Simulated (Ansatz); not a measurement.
Level of theory: Ansatz 0.2.0, DFT PBE, scalar-relativistic, plane waves, PAW. All cells share a 420 eV cutoff and Γ-centred k meshes spaced at most about 0.3 Å⁻¹ (about 0.25 or finer for metals, 2π included). Collinear spin in cells that started with moments and kept them past the coarse steps, no spin elsewhere.

Temperature and zero-point effects are left out.

Two relaxed structures of HfZrS3:

A. (no spin)

```xyz
5
Lattice="5.1131 0.0000 0.0000 0.0000 5.1131 0.0000 0.0000 0.0000 4.8977" Properties=species:S:1:pos:R:3 pbc="T T T"
Zr    0.0000    0.0000    2.4489
Hf    2.5565    2.5565    2.4489
S     0.0000    2.5565    2.4489
S     2.5565    0.0000    2.4489
S     0.0000    0.0000    0.0000
```

B. (site moments Zr 1.4 μB)

```xyz
5
Lattice="4.8600 0.0000 0.0000 0.0000 4.8600 0.0000 0.0000 0.0000 4.8600" Properties=species:S:1:pos:R:3 pbc="T T T"
Zr    2.4300    2.4300    2.4300
Hf    0.0000    0.0000    0.0000
S     2.4300    0.0000    0.0000
S     0.0000    2.4300    0.0000
S     0.0000    0.0000    2.4300
```

Task: Which is lower in energy, and by how much?

Result: A is lower, by 0.33 eV/atom. A has space group P4/mmm (No. 123), 25.6 Å³/atom and no gap on its mesh; B has the cubic perovskite type, space group Pm-3m (No. 221), 23.0 Å³/atom and no gap. Counting S atoms around Hf and Zr (those within 1.25 times the shortest such distance or 1.15 times the sum of covalent radii; the shortest distance is added where it is long for a bond), A has Hf 4, Zr 6 and B has Hf 6, Zr 12 from 3.4 Å. Their magnetic states differ too. The lower one is the more open, so pressure narrows the difference. In A, Zr has 6 S at 2.45–2.56 Å and 4 Hf at 3.62 Å; Hf is surrounded by 4 S at 2.56 Å and 4 Zr at 3.62 Å; S on a site of symmetry mmm has 2 Hf at 2.56 Å and 2 Zr at 2.56 Å; 1 more site not described. In B, Zr has 12 S at 3.44 Å; Hf is surrounded by 6 S at 2.43 Å; S has 2 Hf at 2.43 Å, 4 Zr at 3.44 Å and 8 S at 3.44 Å. Both come from invented guesses. A third cell relaxed alike, in R3m, lies 88 meV/atom below the lower of the two.

These runs have no spin–orbit coupling, which can matter for Hf. The magnetic state reached may not be the lowest. Cells relaxed within their symmetry can be saddle points. Some types were kept out of the candidates beforehand, so the set may lack a known form.
